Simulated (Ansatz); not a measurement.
The cell below belongs to a search over invented structures; it isn't taken from experiment.

Input and command of a plane-wave DFT calculation in Ansatz:

```yaml
crystal:
  lattice:
    - [-3.06421127, 3.06421127, 4.88374795]
    - [3.06421127, -3.06421127, 4.88374795]
    - [3.06421127, 3.06421127, -4.88374795]
  atoms:
    - { symbol: In, position: [0.37053163, 0.87053163, 0.5] }
    - { symbol: In, position: [0.87053163, 0.37053163, 0.5] }
    - { symbol: In, position: [0.0670559, 0.0670559, 0.0] }
    - { symbol: Sb, position: [0.68069864, 0.18069864, 0.5] }
    - { symbol: Sb, position: [0.18069864, 0.68069864, 0.5] }
    - { symbol: As, position: [0.40368761, 0.40368761, 0.0] }
basis:
  ecutwfc: 420
kpoints:
  mp_grid: { grid: [4, 4, 4] }
hamiltonian:
  xc: pbe
scf:
  occupations: { method: gaussian, width: 0.2 }
  lower_state_search: "off"
output:
  forces: true
  stress: true
  eigenvalues: true
relax:
  adjacent_minimum: "off"
  f_tol: 0.08
  max_steps: 16
  cell: { stress_tol: 0.8 }
```

```bash
ansatz run input.yaml --threads 1 --pin off --max-ram 2560MiB --backend cpu --events-out ev --progress --plain --runs-dir out
```

Processor: Arm Neoverse V1, 1 thread, on a host shared with other jobs.

**Question.** Estimate time, memory and problem size.

**Answer.** About 3.2 min, peak memory 0.49 GiB. It solves 51 bands at 13 k points (after reduction by symmetry) with about 3965 plane waves (on the last cell), in 86 SCF iterations over 14 ionic steps.
